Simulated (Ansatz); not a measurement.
The calculation used DFT PBE, scalar-relativistic, plane waves, PAW (Ansatz). Settings: cutoff 420 eV, Γ-centred meshes spaced at most about 0.3 Å⁻¹, and about 0.25 Å⁻¹ or finer for metals (2π included), Gaussian smearing. Collinear spin in cells that started with moments and kept them past the coarse steps, no spin elsewhere.

All energies are static (0 K, no zero-point motion). All come from trial cells, and lower structures may exist.

Problem. Order these relaxed structures of Sc3B2Sb by energy, lowest first, with the energy over the lowest of them.
1.

```
CELL_PARAMETERS angstrom
4.91435 0.00000 0.00000
0.00000 4.91435 0.00000
0.00000 0.00000 4.69443
ATOMIC_POSITIONS crystal
Sc 0.50000 0.00000 0.50000
Sc 0.00000 0.50000 0.50000
Sc 0.50000 0.50000 0.00000
B 0.50000 0.00000 0.00000
B 0.00000 0.50000 0.00000
Sb 0.00000 0.00000 0.00000
```

2.

```
CELL_PARAMETERS angstrom
6.78256 0.00000 0.00000
-3.39128 5.87387 0.00000
0.00000 0.00000 3.17600
ATOMIC_POSITIONS crystal
Sc 0.48410 0.51590 0.00000
Sc 0.48410 0.96820 0.00000
Sc 0.03180 0.51590 0.00000
B 0.66667 0.33333 0.00000
B 0.66667 0.33333 0.50000
Sb 0.00000 0.00000 0.00000
```

3.

```
CELL_PARAMETERS angstrom
6.36953 0.00000 0.00000
-3.18476 5.51617 0.00000
0.00000 0.00000 3.18676
ATOMIC_POSITIONS crystal
Sc 0.50000 0.00000 0.50000
Sc 0.50000 0.50000 0.50000
Sc 0.00000 0.50000 0.50000
B 0.33333 0.66667 0.00000
B 0.66667 0.33333 0.00000
Sb 0.00000 0.00000 0.00000
```

4.

```
CELL_PARAMETERS angstrom
3.02181 0.00000 0.00000
0.00000 3.02181 0.00000
0.00000 0.00000 10.88600
ATOMIC_POSITIONS crystal
Sc 0.50000 0.50000 0.22932
Sc 0.50000 0.50000 0.50000
Sc 0.50000 0.50000 0.77068
B 0.00000 0.00000 0.35416
B 0.00000 0.00000 0.64584
Sb 0.00000 0.00000 0.00000
```

Solution. 4 (0 meV/atom), 3 (61 meV/atom), 2 (179 meV/atom), 1 (341 meV/atom). Forms: 4 P4/mmm, no spin; 3 P6/mmm, no spin; 2 P-6m2, moments up to 0.2 μB; 1 P4/mmm, no spin. Counting B or Sc atoms around Sb (for each partner element, those within 1.25 times its shortest distance or 1.15 times the sum of covalent radii, where it is the nearest in units of that sum or under 1.3): cell 4 has Sb 8; cell 3 has Sb 12; cell 2 has Sb 6; cell 1 has Sb 16. Cell 4 holds Sb–Sb nets (shortest 3.02 Å); cell 2 holds B–B chains (shortest 1.59 Å) (bonds between like non-metal atoms; other contacts aren't counted).

These runs have no spin–orbit coupling, which can matter for Sb. Another magnetic order may lie lower. Cells relaxed within their symmetry can be saddle points. Some structure types and database cells were kept out of the candidates from the start, so a known form may be missing.
